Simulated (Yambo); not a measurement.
AlN (zinc blende, space group F-43m, No. 216), G0W0@PBEsol (Yambo, plasmon pole, terminator in G, 6×6×6 mesh): gap Γ → X in eV by bands and screening block.

| bands (W and G) | 2 Ry | 5 Ry | 8 Ry | 11 Ry | 14 Ry |
|---|---|---|---|---|---|
| 14 | 4.35 | 4.55 | 4.62 | 4.67 | ___ |
| 23 | 4.25 | ___ | 4.54 | 4.60 | ___ |
| 38 | 4.20 | 4.44 | 4.53 | 4.60 | 4.64 |
| 58 | 4.20 | 4.44 | 4.54 | 4.62 | 4.67 |
| 77 | 4.20 | 4.44 | 4.54 | 4.62 | 4.67 |

Question: Estimate the withheld gaps from their neighbours; the computed values follow.

Answer: 
- 14, 14 Ry: 4.69
- 23, 5 Ry: 4.46
- 23, 14 Ry: 4.63

The largest settings aren't shown to be the converged limit.

Geometry relaxed with PBEsol; primitive cell a = b = c = 3.095 Å, α = β = γ = 60.00°.

This is not the ordinary phase of the substance; no match was found in the copy of COD used, and its stability was not checked.
